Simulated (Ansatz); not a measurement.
HfN (rock salt)

```xyz
4
Lattice="0.0000 4.5479 4.5479 2.2739 0.0000 2.2739 2.2739 2.2739 0.0000" Properties=species:S:1:pos:R:3 pbc="T T T"
N      0.0000     0.0000     0.0000
N      0.0000     2.2739     2.2739
Hf     2.2739     2.2739     2.2739
Hf     2.2739     4.5479     4.5479
```

In each cell atom 3 (Hf, nearest neighbour N at 2.274 Å; its periodic images, 3.2 Å or more away, move with it) moves by s·(0.000, 0.000, 1.000) (along Cartesian z), the rest being held.

All values below come from PBE (plane waves to 420 eV, PAW, scalar-relativistic; Ansatz, a first-principles code). k mesh 7×14×14 (Γ-centred), Fermi-Dirac smearing 0.05 eV. E stands for the smeared free energy. Left out: 2 of 11 points, with atoms too close for the PAW data. With partly filled bands, energies and forces of such displacements shift with the k mesh and the smearing. HfN is run without spin polarisation. HfN was relaxed with its symmetry unable to fall. Spin-orbit coupling is left out, though Hf is heavy. The zero of ΔE is the undisplaced structure. The last digit holds for this mesh only.

| s (Å) | ΔE (meV/cell) |
|---|---|
| -0.360 | 877.0 |
| -0.270 | 443.0 |
| -0.180 | 180.8 |
| -0.090 | 43.1 |
| 0.000 | 0.0 |
| 0.090 | 43.1 |
| 0.180 | 180.8 |
| 0.270 | 443.0 |
| 0.360 | 877.0 |

### Question
What force constant k = d²E/ds² at s = 0 does the table give?

### Answer
10 eV/Å². It is the second difference of the nearest points, corrected with the next pair.

### Question
With k = 10.45 eV/Å² from the forces, is the well harmonic out to s = 0.360 Å?

### Answer
½ks² = 677 meV/cell against the computed 877 meV/cell, so the well is stiffer than harmonic there.

(A displaced cell: forces are minus the slopes of the energy, force constants its curvatures, and phonons follow from these.)
